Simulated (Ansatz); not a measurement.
Rutile alloy of SnO2 and PbO2 (5 of 24 Sn sites exchanged), 72 atoms

Ansatz, PAW, plane waves. PBEsol relaxation of cell lengths and atoms (angles held) at the single k point (¼, ¼, ¼) without its symmetry partners; single points on the relaxed atoms at the Γ point alone, onto which points of the small cell's zone fold. Arrangement: quasirandom. No spin–orbit coupling unless named.

Relaxed structure:

```
Sn Pb O
1.0
     9.62902    0.00000    0.00000
     0.00000    9.62769    0.00000
     0.00000    0.00000    9.75707
Sn Pb O
19 5 48
Cartesian
  0.0091 0.0034 9.7392
  0.0180 0.0132 6.5332
  9.6277 4.8197 0.0162
  0.0244 4.7948 3.2121
  4.8259 9.6201 0.0018
  4.8154 4.8095 9.7521
  4.8074 4.7999 3.2394
  4.8061 4.8009 6.5190
  2.4174 2.4405 1.6010
  2.4166 2.4432 4.8788
  2.4035 2.4064 8.1493
  2.4074 7.1874 1.6067
  2.4066 7.1847 4.8738
  2.4211 7.2198 8.1518
  7.2329 2.4372 1.6067
  7.2335 2.4401 4.8726
  7.2168 2.4061 8.1517
  7.2202 7.1878 1.5890
  7.2364 7.2220 8.1641
  0.0208 0.0111 3.2435
  0.0252 4.7922 6.5226
  4.7948 0.0227 3.2155
  4.7997 0.0200 6.5338
  7.2215 7.1830 4.8818
  1.4709 1.4915 0.0060
  1.5503 1.5171 3.2346
  1.4803 1.5047 6.5112
  1.4843 6.2759 9.7490
  1.4703 6.2792 3.2401
  1.5321 6.2975 6.5206
  6.2929 1.4850 0.0027
  6.3547 1.5245 3.2432
  6.3160 1.5362 6.5066
  6.2969 6.2636 9.7509
  6.2491 6.2602 3.1643
  6.2833 6.2527 6.5963
  3.3356 3.3581 9.7510
  3.3621 3.3386 3.2351
  3.3228 3.3503 6.5214
  3.3602 8.1264 0.0022
  3.2710 8.1138 3.2434
  3.3169 8.0978 6.5078
  8.1415 3.3634 9.7487
  8.1842 3.3323 3.2397
  8.1122 3.3230 6.5210
  8.1735 8.1416 0.0073
  8.1202 8.1365 3.1686
  8.1839 8.1570 6.5838
  0.9436 3.8891 1.6084
  0.9690 3.8645 4.8003
  0.9499 3.8541 8.2188
  0.9660 8.6742 1.5432
  0.9386 8.6586 4.9546
  0.9600 8.7133 8.1382
  5.7399 3.8762 1.6141
  5.7566 3.9082 4.8782
  5.7253 3.8625 8.1387
  5.7611 8.6665 1.5532
  5.7366 8.6977 4.8729
  5.7786 8.6851 8.2033
  3.8651 0.9672 1.5359
  3.8408 0.9971 4.8780
  3.8549 0.9521 8.2168
  3.8716 5.7201 1.6150
  3.8986 5.7329 4.8777
  3.8822 5.7337 8.1387
  8.6975 0.9734 1.5449
  8.6880 0.9525 4.9522
  8.7092 0.9448 8.1384
  8.7035 5.7297 1.6215
  8.7321 5.6988 4.8042
  8.6985 5.7674 8.2054
```

Q: What are the mean bond lengths by pair (pairs within 1.2 times the sum of covalent radii, less contacts 15 % beyond the pair's median; cation–cation pairs of compounds aside; long ionic contacts are cut short by that bound)?

A: O–Pb 2.153 ± 0.018 Å (standard deviation, 30 bonds); O–Sn 2.075 ± 0.013 Å (standard deviation, 114 bonds).

Q: What gap lies between the top filled and the lowest empty level in the single points?

A: HSE06 1.96 eV (17 s on NVIDIA GB200).
